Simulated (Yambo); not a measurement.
```xyz
3
Lattice="3.5487 0.0000 0.0000 -1.7744 3.0733 0.0000 0.0000 0.0000 5.5971" Properties=species:S:1:pos:R:3 pbc="T T T"
S      1.7744     1.0244     4.3638
S      0.0000     2.0489     1.2333
Pt     0.0000     0.0000     0.0000
```

PtS2 (CdI2 type, space group P-3m1, No. 164): mean Im ε in 1 eV windows above the direct gap of 1.87 eV, for different electron-hole kernels (Yambo, broadening 0.15 eV, norm-conserving PBEsol (Quantum ESPRESSO, 84 Ry, without SOC) bands; 12×12×6 mesh, 4 valence and 2 conduction bands, static screening with 36 bands and a 4 Ry block, scissor 0.73 eV, Tamm-Dancoff; field along x).

```json
[
 {"window (eV)": "1.9 to 2.9", "independent quasiparticles": "12", "RPA (no attraction)": "9.2", "BSE": "21"},
 {"window (eV)": "2.9 to 3.9", "independent quasiparticles": "20", "RPA (no attraction)": "17", "BSE": "16"},
 {"window (eV)": "3.9 to 4.9", "independent quasiparticles": "12", "RPA (no attraction)": "14", "BSE": "7.8"}
]
```

This run doesn't resolve bound excitons or single peaks, so only averages are given, and they too depend on the mesh; weight that the attraction moves below the gap isn't listed. All transitions below 5.38 eV are in the band window. The scissor comes from a G0W0 run whose convergence isn't established.

Spin-orbit coupling is left out, which matters for elements this heavy: edges can move by tenths of an eV.

Geometry of the Materials Project entry, not relaxed at this level.

The distance between layers or molecules is the database entry's, not relaxed here. Functionals without dispersion can leave it too large, which widens gaps and weakens the response across layers: the numbers belong to this cell.
